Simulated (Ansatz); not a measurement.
Structure relaxation, La

The start is a relaxed La cell displaced along its unstable phonon at q = (½, ½, ½) of its primitive reciprocal cell (43i cm⁻¹), largest move 0.15 Å. A full variable-cell relaxation at zero pressure is run with PBEsol (plane waves to 420 eV, PAW, scalar-relativistic; Ansatz, a first-principles code). First-step values are on the input's coarse k-mesh.

Ansatz input (later rounds restart from its end on a renewed k-mesh):
Ansatz 0.2 input:
```yaml
crystal:
  lattice:
    - [-4.489030225, 4.489030225, 6.58320722]
    - [0, 0, 6.58320722]
    - [0, 4.489030225, 0]
  atoms:
    - { symbol: La, position: [0, 0.7078876027, 0] }
    - { symbol: La, position: [0.5, 0.7534580959, 1] }
    - { symbol: La, position: [0, 0.2465419041, 0] }
    - { symbol: La, position: [0.5, 0.2921123973, 1] }
basis: { ecutwfc: 420, ecutrho_ratio: 4, xc_grid: 2, fft_grid_basis: typed }
kpoints: { mp_grid: { grid: [10, 10, 10] } }
hamiltonian:
  xc: pbesol
  dispersion: none
  pseudopotentials: { azcp: { folder: ./paw }, kind: paw }
scf: { occupations: { method: fermi_dirac, width: 0.05 } }
relax: { f_tol: 0.01, max_steps: 100, cell: { stress_tol: 0.02 } }
output: { forces: true, stress: true }
```

**Question.** By how much does the energy per atom fall from start to end?

**Answer.** 0.38 eV/atom.

**Question.** How does the volume change?

**Answer.** +1.2 %, from 33.17 to 33.55 Å³/atom.

**Question.** Is the parent structure recovered?

**Answer.** It does not go back: it reaches P4/nmm (No. 129), 0.39 eV/atom below the parent.

**Question.** Is the relaxed structure metallic? Give its gap.

**Answer.** Zero (metallic).

**Question.** Write out the relaxed structure.

**Answer.** 
```cif
data_La4
_chemical_formula_sum 'La4'
_space_group_name_H-M_alt 'P4/nmm :1'
_space_group_IT_number 129
_space_group_name_Hall 'P 4ab 2ab -1ab'
_cell_length_a 4.30161
_cell_length_b 4.30161
_cell_length_c 7.25211
_cell_angle_alpha 90.000
_cell_angle_beta 90.000
_cell_angle_gamma 90.000
loop_
_space_group_symop_operation_xyz
  'x, y, z'
  '-y+1/2, x+1/2, z'
  '-x, -y, z'
  'y+1/2, -x+1/2, z'
  'x+1/2, -y+1/2, -z'
  '-y, -x, -z'
  '-x+1/2, y+1/2, -z'
  'y, x, -z'
  '-x+1/2, -y+1/2, -z'
  'y, -x, -z'
  'x+1/2, y+1/2, -z'
  '-y, x, -z'
  '-x, y, z'
  'y+1/2, x+1/2, z'
  'x, -y, z'
  '-y+1/2, -x+1/2, z'
loop_
_atom_site_label
_atom_site_type_symbol
_atom_site_symmetry_multiplicity
_atom_site_Wyckoff_symbol
_atom_site_fract_x
_atom_site_fract_y
_atom_site_fract_z
_atom_site_occupancy
La1 La 2 c 0.50000 0.00000 0.36272 1
La2 La 2 c 0.00000 0.50000 0.09725 1
```

Final values are on a 11×11×7 k-mesh of the relaxed cell. No spin polarisation in the result.

The run could not lose the symmetry of its start: the end is stationary, and may be a saddle point rather than a minimum.

The relaxed structure here is a generated cell of La: the first start was made by placing the elements on the sites of a structure type, and the end was not matched to a known phase here, so it may be hypothetical. Known forms of La include space group No. 194.
